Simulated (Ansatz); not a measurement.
**CsVRh₃: settings compared (Ansatz)**

Launch command:

```bash
ansatz run input.yaml --threads 1 --pin off --max-ram 2560MiB --backend cpu --events-out ev --progress --plain --runs-dir out
```

Input:

```yaml
crystal:
  lattice:
    - [6.39342, 0.0, 0.0]
    - [-3.19671, 5.536867, 0.0]
    - [0.0, 0.0, 5.419908]
  atoms:
    - { symbol: V, position: [0.0, 0.0, 0.0] }
    - { symbol: V, position: [0.0, 0.0, 0.5] }
    - { symbol: Cs, position: [0.3333, 0.6667, 0.75] }
    - { symbol: Cs, position: [0.6666, 0.3333, 0.25] }
    - { symbol: Rh, position: [0.1666, 0.3332, 0.25] }
    - { symbol: Rh, position: [0.8334, 0.1666, 0.75] }
    - { symbol: Rh, position: [0.6668, 0.8334, 0.25] }
    - { symbol: Rh, position: [0.8334, 0.6668, 0.75] }
    - { symbol: Rh, position: [0.1666, 0.8334, 0.25] }
    - { symbol: Rh, position: [0.3332, 0.1666, 0.75] }
  symmetry: { tolerance: 0.0003 }
kpoints:
  mp_grid: { grid: [3, 3, 4], shift: [0, 0, 0] }
magnetization:
  spin_polarized: false
scf:
  occupations: { method: gaussian, width: 0.0474 }
hamiltonian:
  pseudopotentials: { kind: paw }
  xc: pbe
basis:
  ecutwfc: 420
output:
  forces: true
  stress: true
  eigenvalues: true
```

Origin of the cell: a known structure type with other elements, at an estimated volume, so it need not be a known compound.

Output of this run (shortened):

```
SCF iter   1: F=—  HF=-55577.066620 eV  Δρ=1.33e-2  dr2=2.65e-1  defer=16
SCF iter   2: F=—  HF=-55577.047570 eV  Δρ=6.74e-3  dr2=8.34e-2  defer=60
SCF iter   3: F=—  HF=-55577.039232 eV  Δρ=8.25e-4  dr2=1.75e-3  defer=60
SCF iter   4: F=—  HF=-55577.039260 eV  Δρ=2.63e-4  dr2=1.19e-4  defer=35
SCF iter   5: F=—  HF=-55577.039249 eV  Δρ=8.43e-5  dr2=2.10e-5  defer=35
SCF iter   6: F=—  HF=-55577.038938 eV  Δρ=3.69e-5  dr2=3.40e-6  defer=35
SCF iter   7: F=—  HF=-55577.038938 eV  Δρ=9.78e-6  dr2=2.06e-7  defer=35
SCF iter   8: F=-55577.038938 eV  HF=-55577.038938 eV  Δρ=3.60e-6  dr2=2.36e-8
SCF 1 converged in 8 iterations: F = -55577.038938 eV  dr2 = 2.36e-8
SCF converged after 8 iterations
Free energy (F): -55577.038938 eV
Harris-Foulkes:  -55577.038938 eV  (|F-HF|=1.24e-8)
Internal energy: -55577.033177 eV  (E = F + TS)
E sigma→0 (E₀):  -55577.036058 eV
Entropy (-TS):   -0.005761 eV (-0.576 meV/atom)
Fermi energy:    15.043854 eV
--- Per-component energies (eV) ---
  E_band       = -1469.395463
  E_kinetic    = 4434.173180
  E_local      = -18136.686014  (includes V_loc(G=0)·N_el)
  E_nonlocal   = 2128.692880
  E_hartree    = 7225.581904
  E_xc         = -1943.096556
  E_vxc        = -2257.977735  (∫ρ·V_xc dr)
  E_paw        = -33896.514282  (= ΣΔE_a)
  E_vpaw       = -2088.769976  (= ΣTr[D̂ρ^β])
  E_aug_tail   = 0.005881  (compensation charges beyond the density's cutoff)
  E_ewald      = -15389.190169
  E_smearing   = -0.005761  (= −TS)
  Σ components = -55577.038938   (vs F -55577.038938, Δ=0.00e0)
--- Forces (eV/Å), atoms counted from 1 ---
  atom   1  V      0.000000     0.000000    -0.000000
  atom   2  V      0.000000     0.000000     0.000000
  atom   3  Cs    -0.000000     0.000000     0.000000
[… 2 lines left out …]
  atom   6  Rh    -1.341949     0.774775     0.000000
  atom   7  Rh    -1.341949    -0.774775     0.000000
  atom   8  Rh    -0.000000    -1.549549     0.000000
  atom   9  Rh     1.341949    -0.774775     0.000000
  atom  10  Rh     1.341949     0.774775     0.000000
  max |Σ_I F_I| component: 4.44e-16 eV/Å
--- Stress (GPa, compression-positive) ---
       11.242361       0.000000       0.000000
        0.000000      11.242361      -0.000000
        0.000000      -0.000000      10.645903
  P = ⅓ Tr σ = 11.0435 GPa (110.435 kbar)
```

The same input was run again with these changes:

1. `kpoints.mp_grid.grid` [3, 3, 4] → [4, 4, 6]
2. `hamiltonian.hubbard` default → { sites: [{ species: Rh, l: d, u_eff: 3.0 }], double_counting: fll }
3. `scf.initial_density.chi_scale` default → 0.1; `hamiltonian.hubbard` default → { sites: [{ species: Rh, l: d, u_eff: 5.0 }], double_counting: amf }
4. `scf.eigensolver.kind` default → davidson; `basis.precision` default → f64; `kpoints.mp_grid.grid` [3, 3, 4] → [1, 1, 1]

```
 run        end  SCF iterations  P (GPa)  max force component (eV/Å)  moment (μB)  ΔE(σ→0) (meV/atom)
base  converged               8    11.04                       1.550            –                   0
   1  converged               7    11.19                       1.619            –                2.33
   2  converged              12    11.09                       1.739            –                   –
   3  converged              13    11.21                       1.713            –                   –
   4  converged               9    11.13                       1.473            –              119.19
```

Energies are compared only where functional, datasets, charge and starting cell are the same.

Not properties of the system: run 4 (too coarse or loose: `kpoints.mp_grid.grid` = [1, 1, 1]).

Caveats of the base run: no spin polarisation, so a magnetic state may lie lower; the k mesh is coarse if the cell is a metal.

The base run ran for 20 s of wall time on 1 CPU thread(s) of a shared host, from the program's own first density.
